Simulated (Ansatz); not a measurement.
# Rb2GaF6: settings compared (Ansatz)

Run with:

```bash
ansatz run input.yaml --threads 1 --pin off --max-ram 2560MiB --backend cpu --events-out ev --progress --plain --runs-dir out
```

The input file (Ansatz 0.2.0, plane waves):

```yaml
crystal:
  lattice:
    - [3.137153, 5.433704, 0.0]
    - [-3.137153, 5.433704, 0.0]
    - [0.0, 0.0, 4.929319]
  atoms:
    - { symbol: Ga, position: [0.0, 0.0, 0.0] }
    - { symbol: F, position: [0.136, 0.728, 0.2] }
    - { symbol: F, position: [0.136, 0.136, 0.2] }
    - { symbol: F, position: [0.728, 0.136, 0.2] }
    - { symbol: F, position: [0.864, 0.272, 0.8] }
    - { symbol: F, position: [0.272, 0.864, 0.8] }
    - { symbol: F, position: [0.864, 0.864, 0.8] }
    - { symbol: Rb, position: [0.33333, 0.33334, 0.69] }
    - { symbol: Rb, position: [0.66667, 0.66666, 0.31] }
  symmetry: { tolerance: 0.0003 }
kpoints:
  mp_grid: { grid: [4, 4, 4], shift: [0, 0, 0] }
magnetization:
  spin_polarized: false
scf:
  occupations: { method: fermi_dirac }
hamiltonian:
  pseudopotentials: { kind: paw }
  xc: r2scan
basis:
  ecutwfc: 500
output:
  forces: true
  stress: true
  eigenvalues: true
  write_density: true
  write_potential: true
  elf: true
  volumetric_format: npy
```

Origin of the cell: a known structure type with other elements, at an estimated volume, so it need not be a known compound.

The smearing width isn't typed, so it takes its default of 0.1 eV.

Output of this run (shortened):

```
Warning: the atoms were moved onto the symmetric positions of the space group found under crystal.symmetry.tolerance 3.0e-4 (fractional; no operation is sought that the atoms, as they stand i […]
Pseudopotentials: kind: paw
Pseudopotential: Ga, paw, valence charge 13, recommended cutoff 500 eV (meta_gga), Ga.paw.azcp
Pseudopotential: F, paw, valence charge 7, recommended cutoff 500 eV (meta_gga), F.paw.azcp
Pseudopotential: Rb, paw, valence charge 9, recommended cutoff 500 eV (meta_gga), Rb.paw.azcp
Functional definition: r2SCAN
  exchange = r2scan_x(k0 = k0, k1 = k1, a1 = a1)
  correlation = r2scan_c
Crystal: 9 atoms, lattice volume = 168.054 Å³
Basis set: ecut = 500 eV, 4277 PW (Γ), exchange–correlation on 192×192×144 points (64 copies of the dense FFT grid, shifted against one another)
Bands: 46, of which v1, the nominal top of the filled ones, is band 37 counted from 1 (36 counted from 0)
[… 12 lines left out …]
Initial density: superposition of atomic densities (neutral atoms: chi_scale 0, normalization atom), corrected by the library's trained network
Functional: x = r2scan, c = r2scan; τ floored in thin density (d = 2e-4 eV/Å³)
SCF iter   1: F=—  HF=-15209.933788 eV  Δρ=9.89e-3  dr2=8.46e-2  dr2_τ=1.96e-1  defer=4
SCF iter   2: F=—  HF=-15210.070170 eV  Δρ=4.29e-3  dr2=1.07e-2  dr2_τ=1.27e-3  defer=38
SCF iter   3: F=—  HF=-15210.064578 eV  Δρ=2.18e-3  dr2=3.83e-3  dr2_τ=1.31e-4  defer=38
SCF iter   4: F=—  HF=-15210.063471 eV  Δρ=7.38e-4  dr2=6.08e-4  dr2_τ=1.83e-5  defer=38
SCF iter   5: F=—  HF=-15210.063257 eV  Δρ=1.73e-4  dr2=4.31e-5  dr2_τ=1.57e-6  defer=38
SCF iter   6: F=—  HF=-15210.063184 eV  Δρ=4.31e-5  dr2=1.42e-6  dr2_τ=1.10e-7  defer=38
SCF iter   7: F=—  HF=-15210.063183 eV  Δρ=1.55e-5  dr2=2.80e-7  dr2_τ=1.79e-8  defer=38
SCF iter   8: F=-15210.063183 eV  HF=-15210.063183 eV  Δρ=5.86e-6  dr2=5.36e-8  dr2_τ=1.20e-9
SCF 1 converged in 8 iterations: F = -15210.063183 eV  dr2 = 5.36e-8
SCF converged after 8 iterations
Free energy (F): -15210.063183 eV
Harris-Foulkes:  -15210.063183 eV  (|F-HF|=6.01e-8)
Internal energy: -15209.760402 eV  (E = F + TS)
E sigma→0 (E₀):  -15209.911793 eV
Entropy (-TS):   -0.302781 eV (-33.642 meV/atom)
Fermi energy:    -0.057699 eV
--- Per-component energies (eV) ---
  E_band       = -595.442071
  E_kinetic    = 1752.240423
  E_local      = -8899.297201  (includes V_loc(G=0)·N_el)
  E_nonlocal   = 1223.349398
  E_hartree    = 3625.750079
  E_xc         = -785.456849
  E_vxc        = -1058.108657  (∫ρ·V_xc dr)
  E_paw        = -8504.331840  (= ΣΔE_a)
  E_vpaw       = -937.612249  (= ΣTr[D̂ρ^β])
  E_aug_tail   = 0.006302  (compensation charges beyond the density's cutoff)
  E_vtau       = 72.484666  (kinetic-family band-sum trace: ∫τ·v_τ [+ j·A + Jᵃ·Aᵃ] dr)
  E_ewald      = -3620.885440
  E_core_change = -1.135274  (= ΣΔE_core)
  E_smearing   = -0.302781  (= −TS)
  Σ components = -15210.063183   (vs F -15210.063183, Δ=0.00e0)
--- Forces (eV/Å), atoms counted from 1 ---
  atom   1  Ga     0.000000    -0.000000     0.000000
[… 3 lines left out …]
  atom   5  F     -2.036062     1.175521    -1.596013
  atom   6  F      2.036062     1.175521    -1.596013
  atom   7  F     -0.000000    -2.351041    -1.596013
  atom   8  Rb    -0.000000     0.000000     0.119576
  atom   9  Rb     0.000000    -0.000000    -0.119576
  max |Σ_I F_I| component: 4.44e-16 eV/Å
--- Stress (GPa, compression-positive) ---
        5.832053      -0.000000      -0.000000
       -0.000000       5.832053       0.000000
       -0.000000       0.000000       6.565867
  P = ⅓ Tr σ = 6.0767 GPa (60.767 kbar)
```

The same input was run again with these changes:

1. `scf.occupations.method` fermi_dirac → tetrahedron; `scf.initial_density.chi_scale` default → 0.3
2. `scf.n_extra_bands` default → 32; `hamiltonian.dispersion` default → d4; `crystal.symmetry` { tolerance: 0.0003 } → { detect: false }
3. `basis.ecutrho_ratio` default → 8
4. `basis.ecutwfc` 500 → "51.4 Ry"; `basis.ecutrho_ratio` default → 6

```json
{"run": "base", "end": "converged", "SCF iterations": "8", "P (GPa)": "6.08", "max force component (eV/Å)": "2.351", "moment (μB)": "–", "ΔE(σ→0) (meV/atom)": "0"}
{"run": "1", "end": "converged", "SCF iterations": "13", "P (GPa)": "6.25", "max force component (eV/Å)": "2.409", "moment (μB)": "–", "ΔE(σ→0) (meV/atom)": "11.63"}
{"run": "2", "end": "converged", "SCF iterations": "8", "P (GPa)": "5.82", "max force component (eV/Å)": "2.351", "moment (μB)": "–", "ΔE(σ→0) (meV/atom)": "–"}
{"run": "3", "end": "converged", "SCF iterations": "8", "P (GPa)": "6.08", "max force component (eV/Å)": "2.351", "moment (μB)": "–", "ΔE(σ→0) (meV/atom)": "0.00"}
{"run": "4", "end": "converged", "SCF iterations": "8", "P (GPa)": "6.05", "max force component (eV/Å)": "2.347", "moment (μB)": "–", "ΔE(σ→0) (meV/atom)": "-5.13"}
```

Energies are compared only where functional, datasets, charge and starting cell are the same.

Caveats of the base run: no moments, though an odd count or open d shells may carry them; the k mesh is coarse if the cell is a metal.

Run 1: forces and stress under tetrahedra may miss the slope of the energy.

The base run ran for 23 s on 1 thread of Intel(R) Xeon(R) Platinum 8259CL CPU @ 2.50GHz (Skylake/Cascade Lake), with other jobs on the host, peak memory 0.86 GiB, from the program's own first density.
